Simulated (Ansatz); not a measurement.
Values for one crystal, relaxed and computed with DFT-r²SCAN in the program Ansatz with PAW potentials; other levels are named.

| Property | Value |
|---|---|
| Volume per atom | 19.76 Å³ |
| Electronic character | metallic (no gap) |
| Formation energy from the elements (no fitted shifts) | -0.51 eV/atom |
| Density of states at the Fermi level | 0.31 states/eV per atom (mean over ±0.08 eV) |
| Bulk modulus (Birch–Murnaghan fit) | 80.5 GPa |
| Pressure derivative B′ | 4.4 |

### Question
Which compound is it?
(A) Ir3Rh, I4/mmm (Ir on 4d, Ir on 2b, Rh on 2a)
(B) LaAl2Zn2, I4/mmm (Al on 4d, La on 2a, Zn on 4e)
(C) Al3Pt2, La2O3 or Ni2Al3 type
(D) AlCu3, Cu3Au type

### Answer
B, LaAl2Zn2, I4/mmm (Al on 4d, La on 2a, Zn on 4e)

The workflow started from an entry of the Crystallography Open Database (COD). Whether it is the stable phase at ambient conditions was not checked. Symmetry was held in the r²SCAN relaxation; its stability against distortions is not shown here. The references are the lowest solids computed at this level, not always the standard phases. Scalar-relativistic: spin–orbit coupling is off unless named, which matters more the heavier the elements.

Potentials: the later of the program's two PAW sets.
